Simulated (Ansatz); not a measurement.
All-electron card of Ba2C

```xyz
3
Lattice="0.0000 3.5195 3.5195 3.5195 0.0000 3.5195 3.5195 3.5195 0.0000" Properties=species:S:1:pos:R:3 pbc="T T T"
C     0.0000    0.0000    0.0000
Ba    1.7598    1.7598    1.7598
Ba    5.2793    5.2793    5.2793
```

Atoms are numbered in the order listed.

The structure comes from a relaxation in the same program, started in the fluorite type, and has space group Fm-3m. Whether it is a known phase or the ground state wasn't checked.

Spin–orbit coupling is left out, though it moves levels of the heavy atoms by tenths of an eV or more.

Theory: Ansatz 0.2.0, DFT, PBE, all-electron LAPW, scalar-relativistic.

Numerical set-up: a Γ-centred 10×10×10 k mesh, Fermi–Dirac smearing of 0.05 eV, basis error target 1 meV/atom, no spin polarisation.

```json
{
 "Band gap": "none at this level of theory (metallic, semimetallic, or a small gap that the functional closes)",
 "Density of states at the Fermi level (0.2 eV bin)": "0.25 states/eV per cell",
 "Löwdin charges (with 1.29 e of the cell spilling out of the atomic basis, so their sizes and signs hang on that basis)": "C1 -1.78, Ba2 1.54 e",
 "Volume per atom": "29.06 Å³",
 "Pressure at this cell": "-0.04 GPa"
}
```
